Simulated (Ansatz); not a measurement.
Input:

LaN:
```yaml
crystal:
  lattice:
    - [0.00000, 2.77323, 2.77323]
    - [2.77323, 0.00000, 2.77323]
    - [2.77323, 2.77323, 0.00000]
  atoms:
    - { symbol: N, position: [0.25000, 0.25000, 0.25000] }
    - { symbol: La, position: [0.00000, 0.00000, 0.00000] }
```

This is the PBEsol-relaxed structure. Cartesian axes are those of the cell as given.

Problem. All from the program Ansatz at the PBEsol level (PAW), unless another level is named. Give the Young's modulus.

Solution. 52.2 GPa.

Problem. Next, the piezoelectric stress constants (proper, relaxed ions, C/m²)?

Solution. e14 = e25 = e36 = -0.31.

Problem. What about the elastic constants (relaxed ions, GPa)?

Solution. C11 = 104, C12 = 86.0, C44 = 30.5.

Problem. Give the zero-point energy.

Solution. 46.0 meV/atom.

Space group F-43m (zinc blende). The start of the workflow was typed in or built on a structure type; neither database checked (COD, Materials Project) lists it. COD files the formula under space group No. 225, so this cell is another polymorph or a model. Whether it is the stable phase at ambient conditions was not checked. The PBEsol relaxation kept the symmetry of its start; phonons on a q-mesh show no instability. Scalar-relativistic: spin–orbit coupling is off unless named, which matters more the heavier the elements.

Potentials: the later of the program's two PAW sets.
